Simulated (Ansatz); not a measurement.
Consider the following.

Tl$_{2}$Pd:
Space group I4/mcm (No. 140); a = b = 6.730 Å, c = 5.744 Å, α = β = γ = 90.00°

```json
[
 {"atom": "Pd", "site": "4a", "symmetry": "422", "x": "0.0000", "y": "0.0000", "z": "0.2500"},
 {"atom": "Tl", "site": "8h", "symmetry": "m.2m", "x": "0.3343", "y": "0.1657", "z": "0.0000"}
]
```
(The calculation used a cell of 6 atoms; values per cell refer to that cell.)

This is the PBEsol-relaxed structure.

### Question
All from PBEsol (plane waves, PAW; program Ansatz), unless another level is named. Give the highest zone-centre frequency.

### Answer
20.8 meV.

### Question
Next, the bulk modulus (Birch–Murnaghan fit)?

### Answer
74.5 GPa.

The workflow started from an entry of the Crystallography Open Database (COD). Its standing as an ambient phase is unchecked. The cell was relaxed with PBEsol under the symmetry of its start; of distortions, only those at the zone centre were tested. The run is not spin-polarised. Axis ratios of metals converge slowly with the k-mesh, so a and c are less sure than the volume. Spin–orbit coupling is left out wherever it is not named.

Potentials: the later of the program's two PAW sets.
